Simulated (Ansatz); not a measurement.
Notes on YOs₂Rh

```xyz
16
Lattice="6.3395 0.0000 0.0000 0.0000 4.0554 0.0000 0.0000 0.0000 9.5888" Properties=species:S:1:pos:R:3 pbc="T T T"
Y     1.5120    1.0138    3.0502
Y     1.6578    3.0415    7.8446
Y     4.6817    1.0138    1.7442
Y     4.8275    3.0415    6.5386
Os    1.4695    1.0138    0.2704
Os    1.7003    3.0415    5.0648
Os    4.6392    1.0138    4.5240
Os    4.8700    3.0415    9.3184
Rh    3.6972    1.0138    8.6376
Rh    5.8120    3.0415    3.8432
Rh    0.5274    1.0138    5.7456
Rh    2.6423    3.0415    0.9512
Os    6.0688    1.0138    8.0671
Os    3.4404    3.0415    3.2727
Os    2.8990    1.0138    6.3162
Os    0.2707    3.0415    1.5217
```

Level: r2SCAN, no spin polarisation; 500 eV; 6×8×4 Γ-centred mesh; fermi-dirac occupations (width 0.1 eV); Ansatz 0.2.0, fixed geometry.

Question: Metal or insulator?

Answer: It is a metal, with about 16 states/eV a cell as the mean within 0.25 eV of the Fermi level, mostly Os d (61 %), Rh d (17 %) and Y d (13 %).

Question: Is the cell too large or too small?

Answer: The pressure is 37.0 GPa (compression positive), so with the atoms held at these fractions the cell would first expand; the forces are large, so a full relaxation may end otherwise. The principal stresses 34.1, 37.9, 39.0 GPa differ, so its shape would change too.

Question: Which atom feels the largest force, and which way?

Answer: The largest is on Os5 (and as large on other atoms): 3.34 eV/Å, components (-3.33, 0.00, -0.11). It makes 119° with the line to a nearest neighbour, Rh12 at 2.44 Å.

Question: Which element gives electrons and which takes them?

Answer: Bader charges in e: Y +1.56, Os -0.60 to -0.39, Rh -0.56. In the mean Y gives up most and Rh takes most.

Origin: a known structure type with other elements, at an estimated volume, so it need not be a known compound. Caveats: atoms or cell far from equilibrium.
